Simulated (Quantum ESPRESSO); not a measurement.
AlIn2GaP4, input and log of a self-consistent run

Simulated, not a measurement. The program is pw.x of Quantum ESPRESSO 7.5 (plane-wave density functional theory). The cell is made up: 8 atoms on a zincblende/diamond lattice, with randomly drawn elements, strain and displacements, not relaxed. PseudoDojo standard norm-conserving files (v0.5 for PBE, v0.4.1 for LDA and PBEsol) set the functional; there is no spin polarisation, spin-orbit coupling or dispersion term, and the masses in the input are unused placeholders.

Input:

```
&control calculation='scf', pseudo_dir='./dojo.nc.sr.pbe.v0_5.standard.upf', outdir='./o', disk_io='medium', tprnfor=.true., tstress=.true. /
&system ibrav=0, nat=8, ntyp=4, nbnd=37, ecutwfc=79.96652505, nosym=.true., tot_charge=0,
 occupations='smearing', smearing='fd', degauss=0.0018374661
/
&electrons conv_thr=7.350e-09, electron_maxstep=60, /
ATOMIC_SPECIES
Al 1.0 Al.upf
Ga 1.0 Ga.upf
In 1.0 In.upf
P 1.0 P.upf
CELL_PARAMETERS angstrom
5.759 0.0 0.0
0.0 5.759 0.0
0.0 0.0 5.759
ATOMIC_POSITIONS angstrom
Al -0.0329 -0.023 -0.0299
In 0.1276 2.8426 3.0067
In 2.8787 0.1448 2.8118
Ga 2.9388 2.9314 -0.0105
P 1.3518 1.3819 1.447
P 1.4424 4.4074 4.3711
P 4.4541 1.3356 4.3862
P 4.2617 4.4371 1.469
K_POINTS automatic
4 4 4 1 1 1
```

The log is shortened where brackets say so; the opening notice, blank lines, dates and the lines on written files are dropped, and the path of the files is cut. It prints rydbergs, bohrs and kilobars, and counts compression as positive stress.

```
     Program PWSCF v.7.5
     Parallel version (MPI & OpenMP), running on       1 processor cores
     Number of MPI processes:                 1
     Threads/MPI process:                     1
     [start-up lines left out]
     bravais-lattice index     =            0
     lattice parameter (alat)  =      10.8829  a.u.
     unit-cell volume          =    1288.9552 (a.u.)^3
     number of atoms/cell      =            8
     number of atomic types    =            4
     number of electrons       =        62.00
     number of Kohn-Sham states=           37
     kinetic-energy cutoff     =      79.9665  Ry
     charge density cutoff     =     319.8661  Ry
     scf convergence threshold =      7.3E-09
     mixing beta               =       0.7000
     number of iterations used =            8  plain     mixing
     Exchange-correlation= PBE
                           (   1   4   3   4   0   0   0)
     [axes and pseudopotential details left out]
   Cartesian axes
     site n.     atom                  positions (alat units)
         1        Al     tau(   1) = (  -0.0057128  -0.0039937  -0.0051919  )
         2        In     tau(   2) = (   0.0221566   0.4935926   0.5220872  )
         3        In     tau(   3) = (   0.4998611   0.0251433   0.4882445  )
         4        Ga     tau(   4) = (   0.5102969   0.5090120  -0.0018232  )
         5        P      tau(   5) = (   0.2347283   0.2399549   0.2512589  )
         6        P      tau(   6) = (   0.2504601   0.7653065   0.7590033  )
         7        P      tau(   7) = (   0.7734155   0.2319153   0.7616253  )
         8        P      tau(   8) = (   0.7400069   0.7704636   0.2550790  )
     number of k points=    32  Fermi-Dirac smearing, width (Ry)=  0.0018
                       cart. coord. in units 2pi/alat
        k(    1) = (   0.1250000   0.1250000   0.1250000), wk =   0.0625000
        k(    2) = (   0.1250000   0.1250000   0.3750000), wk =   0.0625000
     [further k points left out]
     Dense  grid:   124289 G-vectors     FFT dimensions: (  64,  64,  64)
     Estimated max dynamical RAM per process >     165.27 MB
     Initial potential from superposition of free atoms
     starting charge      61.9865, renormalised to      62.0000
     Starting wfcs are   47 randomized atomic wfcs
     total cpu time spent up to now is       14.6 secs
     per-process dynamical memory:    94.5 Mb
     Self-consistent Calculation
     iteration #  1     ecut=    79.97 Ry     beta= 0.70
     Davidson diagonalization with overlap
     ethr =  1.00E-02,  avg # of iterations =  4.0
     Threshold (ethr) on eigenvalues was too large:
     Diagonalizing with lowered threshold
     Davidson diagonalization with overlap
     ethr =  6.18E-04,  avg # of iterations =  2.0
     total cpu time spent up to now is       71.5 secs
     total energy              =    -478.81515941 Ry
     estimated scf accuracy    <       0.39571076 Ry
     iteration #  2     ecut=    79.97 Ry     beta= 0.70
     Davidson diagonalization with overlap
     ethr =  6.38E-04,  avg # of iterations =  2.8
     total cpu time spent up to now is      102.4 secs
     total energy              =    -478.91251366 Ry
     estimated scf accuracy    <       0.14219627 Ry
     iteration #  3     ecut=    79.97 Ry     beta= 0.70
     Davidson diagonalization with overlap
     ethr =  2.29E-04,  avg # of iterations =  2.0
     total cpu time spent up to now is      128.4 secs
     total energy              =    -478.94083773 Ry
     estimated scf accuracy    <       0.01007953 Ry
     iteration #  4     ecut=    79.97 Ry     beta= 0.70
     Davidson diagonalization with overlap
     ethr =  1.63E-05,  avg # of iterations =  8.3
     total cpu time spent up to now is      165.7 secs
     total energy              =    -478.94369563 Ry
     estimated scf accuracy    <       0.00154584 Ry
     iteration #  5     ecut=    79.97 Ry     beta= 0.70
     Davidson diagonalization with overlap
     ethr =  2.49E-06,  avg # of iterations =  4.5
     total cpu time spent up to now is      193.7 secs
     total energy              =    -478.94391230 Ry
     estimated scf accuracy    <       0.00014648 Ry
     iteration #  6     ecut=    79.97 Ry     beta= 0.70
     Davidson diagonalization with overlap
     ethr =  2.36E-07,  avg # of iterations =  3.5
     total cpu time spent up to now is      221.0 secs
     total energy              =    -478.94394079 Ry
     estimated scf accuracy    <       0.00002414 Ry
     iteration #  7     ecut=    79.97 Ry     beta= 0.70
     Davidson diagonalization with overlap
     ethr =  3.89E-08,  avg # of iterations =  3.1
     total cpu time spent up to now is      252.2 secs
     total energy              =    -478.94394724 Ry
     estimated scf accuracy    <       0.00000129 Ry
     iteration #  8     ecut=    79.97 Ry     beta= 0.70
     Davidson diagonalization with overlap
     ethr =  2.08E-09,  avg # of iterations =  4.5
     total cpu time spent up to now is      287.3 secs
     total energy              =    -478.94394786 Ry
     estimated scf accuracy    <       0.00000014 Ry
     iteration #  9     ecut=    79.97 Ry     beta= 0.70
     Davidson diagonalization with overlap
     ethr =  2.19E-10,  avg # of iterations =  3.5
     total cpu time spent up to now is      315.9 secs
     total energy              =    -478.94394791 Ry
     estimated scf accuracy    <       0.00000005 Ry
     iteration # 10     ecut=    79.97 Ry     beta= 0.70
     Davidson diagonalization with overlap
     ethr =  7.98E-11,  avg # of iterations =  2.0
     total cpu time spent up to now is      339.6 secs
     End of self-consistent calculation
     [lines on levels left out]
!    total energy              =    -478.94394791 Ry
     estimated scf accuracy    <          6.9E-09 Ry
     smearing contrib. (-TS)   =      -0.00000000 Ry
     internal energy E=F+TS    =    -478.94394791 Ry
     The total energy is F=E-TS. E is the sum of the following terms:
     one-electron contribution =    -203.86281247 Ry
     hartree contribution      =     141.66030416 Ry
     xc contribution           =    -140.59683223 Ry
     ewald contribution        =    -276.14460737 Ry
     convergence has been achieved in  10 iterations
     Forces acting on atoms (cartesian axes, Ry/au):
     atom    1 type  1   force =     0.01231380   -0.02203774    0.03999395
     atom    2 type  3   force =    -0.03567959    0.02759087   -0.02623538
     atom    3 type  3   force =     0.00189269   -0.01787008    0.04261777
     atom    4 type  2   force =    -0.00653428   -0.00554868    0.01242263
     atom    5 type  4   force =     0.00125221    0.03419305   -0.08155090
     atom    6 type  4   force =     0.02724638   -0.00151082    0.03573734
     atom    7 type  4   force =    -0.04641374    0.04225915    0.02185951
     atom    8 type  4   force =     0.04592253   -0.05707575   -0.04484493
     Total force =     0.170191     Total SCF correction =     0.000186
     Computing stress (Cartesian axis) and pressure
          total   stress  (Ry/bohr**3)                   (kbar)     P=        6.49
   0.00004354  -0.00008295   0.00003514            6.40      -12.20        5.17
  -0.00008295   0.00003474   0.00003333          -12.20        5.11        4.90
   0.00003514   0.00003333   0.00005410            5.17        4.90        7.96
     init_run     :     13.09s CPU     14.49s WALL (       1 calls)
     electrons    :    305.63s CPU    325.05s WALL (       1 calls)
     forces       :      3.68s CPU      3.75s WALL (       1 calls)
     stress       :     13.67s CPU     14.38s WALL (       1 calls)
     [timing details left out]
     PWSCF        :   5m36.23s CPU   5m58.55s WALL
     JOB DONE.
```

In other units: free energy -6516.364 eV for the cell, pressure 0.65 GPa, largest force component 2.097 eV/Å. A rerun of a related cell, with the same atoms placed differently, at 1377 eV and a 6 x 6 x 6 mesh moved values by no more than 0.007 eV in energy, 0.02 GPa in stress and 0.002 eV/Å in force.